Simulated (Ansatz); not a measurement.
Values for one crystal, relaxed and computed with DFT-r²SCAN in the program Ansatz with PAW potentials; other levels are named.

Volume per atom: 11.72 Å³
Band gap: 3.02 eV (indirect)
Elastic constants (relaxed ions, GPa): C11 = 181, C22 = 446, C33 = 375, C12 = 76.0, C13 = 170, C23 = 103, C44 = 145, C55 = 157, C66 = 96.2
Valence-band maximum: off the standard path, at k = (0.138, -0.060, 0.000)
Debye temperature from the elastic constants: 898 K
Formation energy from the elements (no fitted shifts): -0.096 eV/atom
HSE06 gap on the r²SCAN cell: 3.59 eV

Which compound is it?
(A) SiC, Pnma (Si on 4c, C on 4c)
(B) TiO2, Pbcn (Ti on 4c, O on 8d)
(C) Cs2HgF4, I4/mmm (Cs on 4e, Hg on 2a, F on 4e, F on 4c)
(D) Si2Mo, P6_222 (Si on 6j, Mo on 3d)

A, SiC, Pnma (Si on 4c, C on 4c)

The start of the workflow was typed in or built on a structure type; neither database checked (COD, Materials Project) lists it. It is not the phase usual at ambient conditions (space group No. 186, 216). Symmetry was held in the r²SCAN relaxation; its stability against distortions is not shown here. The references are the lowest solids computed at this level, not always the standard phases.

Potentials: the later of the program's two PAW sets.
